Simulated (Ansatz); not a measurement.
Given:

BiSe:
```
CELL_PARAMETERS angstrom
      0.00000     3.03080     3.03080
      3.03080     0.00000     3.03080
      3.03080     3.03080     0.00000
ATOMIC_POSITIONS crystal
  Bi 0.00000 0.00000 0.00000
  Se 0.50000 0.50000 0.50000
```

This is the PBEsol-relaxed structure.

Question: All from the program Ansatz at the PBEsol level (PAW), unless another level is named. Estimate the electronic character.

Answer: metallic (no gap).

Question: Next, the formation energy from the elements (no fitted shifts)?

Answer: -0.18 eV/atom.

Question: What about the density of states at the Fermi level?

Answer: 0.75 states/eV per atom (mean over ±0.08 eV).

Question: Give the gap with spin–orbit coupling.

Answer: none (metallic).

Space group Fm-3m (rock salt). The workflow started from an entry of the Crystallography Open Database (COD), which files this formula under 2 space groups. Whether it is the stable phase at ambient conditions was not checked. The cell was relaxed with PBEsol under the symmetry of its start. At this level the phase is mechanically unstable. With an odd number of electrons in the cell and no spin polarisation, the count alone makes it a metal. The references are the lowest solids computed at this level, not always the standard phases. Scalar-relativistic: spin–orbit coupling is off unless named, which matters more the heavier the elements.

Potentials: the later of the program's two PAW sets.
